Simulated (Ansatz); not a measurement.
An Ansatz (a quantum-chemistry and plane-wave program) run. Input:

Ansatz 0.2 input:
```yaml
crystal:
  lattice:
    - [2.591711968, 0.0, 0.0]
    - [0.0, 2.591711968, 0.0]
    - [0.0, 0.0, 5.9660054591]
  atoms:
    - { symbol: C, position: [0.0, 0.0, 0.75] }
    - { symbol: C, position: [0.0, 0.0, 0.25] }
    - { symbol: C, position: [0.5, 0.0, 0.8885623417] }
    - { symbol: C, position: [0.5, 0.0, 0.1114376583] }
    - { symbol: C, position: [0.0, 0.5, 0.3885623417] }
    - { symbol: C, position: [0.0, 0.5, 0.6114376583] }
kpoints:
  mp_grid: { grid: [16, 16, 7] }
hamiltonian:
  xc: r2scan
  pseudopotentials: { azcp: { folder: ./paw }, kind: paw }
scf:
  occupations: { method: gaussian, width: 0.05 }
checkpoint: { read: metal.run }
output: { write_density: true, elf: true, volumetric_format: npy }
basis: { fft_grid_basis: typed }
```

Output (shortened):

```
Pseudopotential: C, paw, valence charge 4
Functional definition: r2SCAN
Crystal: 6 atoms, lattice volume = 40.073 Å³
Basis set: ecut = 500 eV, 1033 PW (Γ), exchange–correlation on 80×80×180 points (64 copies of the dense FFT grid, shifted against one another)
Bands: 24, of which v1, the nominal top of the filled ones, is band 12 counted from 1 (11 counted from 0)
Symmetry: 16 space group operations
Space group: P42/mmc (ITA 131), of the structure as read, at distance tolerance 3.4e-5 Å
k-points: 180 of 1792
Stability of the state it starts from, as read at its close in the unpolarized treatment …
iter 1 solved again at ethr=4.22e-8 eV; its pass at ethr=3.10e-3 eV (dr2=1.01e-5 eV) is discarded
SCF iter   1: F=—  HF=-1506.403597 eV  |F-HF|=—  |Δ(HF+E_count)|=         —  Δρ=3.07e-7  dr2=2.37e-11  dr2_τ=4.86e-12  ethr=4.22e-8  ⟨swp⟩=4.0  Hψ=32743  notcnv=0
preconditioner: auto → none
SCF iter   2: F=-1506.403597 eV  HF=-1506.403597 eV  |F-HF|=8.64e-12  |Δ(HF+E_count)|=   1.09e-8  Δρ=2.12e-7  dr2=1.51e-11  dr2_τ=7.11e-12  ethr=1.00e-12  ⟨swp⟩=6.5  Hψ=14194  notcnv=0
SCF 1 converged in 2 iterations: F = -1506.403597 eV  dr2 = 1.51e-11
SCF converged after 2 iterations
Free energy (F): -1506.403597 eV
Harris-Foulkes:  -1506.403597 eV  (|F-HF|=8.64e-12)
Internal energy: -1506.403168 eV  (E = F + TS)
E sigma→0 (E₀):  -1506.403383 eV
Entropy (-TS):   -0.000428 eV (-0.071 meV/atom)
Fermi energy:    11.085484 eV
--- Per-component energies (eV) ---
  E_band       = 30.890251
  E_kinetic    = 531.471529
  E_local      = -482.506159  (includes V_loc(G=0)·N_el)
  E_nonlocal   = 137.613944
  E_hartree    = 126.012649
  E_xc         = -277.777539
  E_vxc        = -382.037958  (∫ρ·V_xc dr)
  E_paw        = -608.970654  (= ΣΔE_a)
  E_vpaw       = -46.214276  (= ΣTr[D̂ρ^β])
  E_aug_tail   = 0.000013  (compensation charges beyond the density's cutoff)
  E_vtau       = 20.537924  (kinetic-family band-sum trace: ∫τ·v_τ [+ j·A + Jᵃ·Aᵃ] dr)
  E_ewald      = -932.098308
  E_core_change = -0.148643  (= ΣΔE_core)
  E_smearing   = -0.000428  (= −TS)
  E_closure    =  0.000000  (closes the sum)
  Σ components = -1506.403597   (vs F -1506.403597, Δ=0.00e0)
  [band-id]    e_kinetic+e_local+e_nonlocal+2·e_hartree+e_vxc+e_vpaw+e_augmentation_tail+e_vtau = 30.890315   (vs E_band 30.890251, Δ=6.39e-5)
--- Band table (eV; the first three rows and the last of 180) ---
  k-point 0: bands = ["-10.8469", "-8.3045", "-6.7865", "0.1256", "2.3469", "4.2143", "4.2143", "6.4111", "6.4111", "8.1372", "10.4167", "10.4167", "14.4873", "15.5691", "16.8638", "17.4661", "17.4661", "18.6434", "20.3822", "20.3822", "22.0618", "22.9257", "26.0309", "26.3355"]
  k-point 1: bands = ["-10.7814", "-8.6672", "-6.3091", "-0.5653", "3.0355", "4.2609", "4.2609", "6.2713", "6.2713", "7.9432", "10.6564", "10.6564", "14.5206", "15.4730", "16.8985", "16.8985", "16.9760", "18.5602", "20.9610", "20.9610", "22.1637", "23.0140", …
  k-point 2: bands = ["-10.5857", "-9.2680", "-5.3663", "-1.7810", "4.2357", "4.3846", "4.3846", "5.9636", "5.9636", "7.3852", "11.2373", "11.2373", "14.6213", "15.2542", "15.8706", "15.8706", "17.2504", "18.3240", "22.0136", "22.0136", "22.4604", "23.1938", …
  k-point 179: bands = ["-4.1850", "-4.1850", "-3.4818", "-3.0845", "-0.5125", "-0.5125", "2.8219", "2.8219", "3.1185", "4.1000", "4.5423", "5.0749", "11.7325", "13.0802", "16.6815", "16.6815", "20.4752", "21.9855", "22.8421", "22.8421", "26.7550", "26.7550", …
```

Cost: about 19 core-seconds (a rough figure) on shared cores.

Space group P4_2/mmc. The start of the workflow was typed in or built on a structure type; neither database checked (COD, Materials Project) lists it. It is not the phase usual at ambient conditions (space group No. 194, 227). The cell was relaxed with r²SCAN under the symmetry of its start; whether a distortion lowers the energy is not shown.

Potentials: the earlier of the program's two PAW sets.

Ansatz is a plane-wave DFT program.
